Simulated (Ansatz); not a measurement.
F:
```xyz
4
Lattice="2.5295 1.6568 0.0000 -2.5295 1.6568 0.0000 -0.2481 0.0000 6.6118" Properties=species:S:1:pos:R:3 pbc="T T T"
F      1.1338     2.1790     3.9352
F     -1.3820     1.1347     2.6765
F     -1.5060     2.1790     5.9824
F      1.2579     1.1347     0.6294
```

This is the r²SCAN+D4-relaxed structure.

Q: All from plane-wave PAW r²SCAN+D4 (Ansatz code), unless another level is named. Predict the band gap.

A: 3.90 eV (direct).

Q: Give the valence-band maximum.

A: at Γ.

Space group C2/c. Symmetry was held in the r²SCAN+D4 relaxation. The substance is a gas or liquid at ambient conditions; this is its low-temperature solid.

Potentials: the later of the program's two PAW sets.
